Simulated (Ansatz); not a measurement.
The elements of this relaxed trial crystal are hidden behind letters.

```
lattice vectors (Å)
   3.1959    0.0000    0.0000
  -1.5979    2.7677    0.0000
   0.0000    0.0000   13.9360
fractional positions
X 0.6667 0.3333 0.8710
X 0.3333 0.6667 0.6895
X 0.6667 0.3333 0.5000
X 0.3333 0.6667 0.3105
X 0.6667 0.3333 0.1290
Z 0.3333 0.6667 0.0000
```

Level of theory: Ansatz, DFT PBE, scalar-relativistic, plane waves, PAW. Settings of the last relaxation (6-atom cell): 420 eV, 12×12×4 k points, Gaussian smearing of 0.10 eV, no spin polarisation.

| Quantity | Value |
| --- | --- |
| Space group | P-6m2 (No. 187) |
| Conventional cell | a = 3.196 Å, c = 13.936 Å |
| Volume per atom | 20.54 Å³ |
| Density | 6.40 g/cm³ |
| Energy over the elements | −0.54 eV/atom |
| Gap on the 12×12×4 mesh of the 6-atom cell | 0 eV (a metal) |

Energies are uncorrected and count from the elements' standard states at the same level.

Task: X is a d-block element of period 5 and Z is a p-block element of period 2. Which elements are they?

Result: X = Zr, Z = F, so the formula is Zr5F. Density times volume gives a mean mass of 6.40 × 20.54/1.6605 = 79.2 u per atom, and this set has 79.2 u. Zr on a site of symmetry 3m has 3 F at 2.58 Å, 9 Zr at 3.13–3.20 Å and 1 Zr at 3.59 Å; around Zr on a second site of symmetry 3m lie 12 Zr at 3.13–3.22 Å; around F lie 6 Zr at 2.58 Å and 6 F at 3.20 Å; 1 more site not described. Other sets within the hints have nearly the same mass, so mass alone doesn't settle it; this one was computed.

Symmetry constrained the relaxation, so the result can be a saddle point.
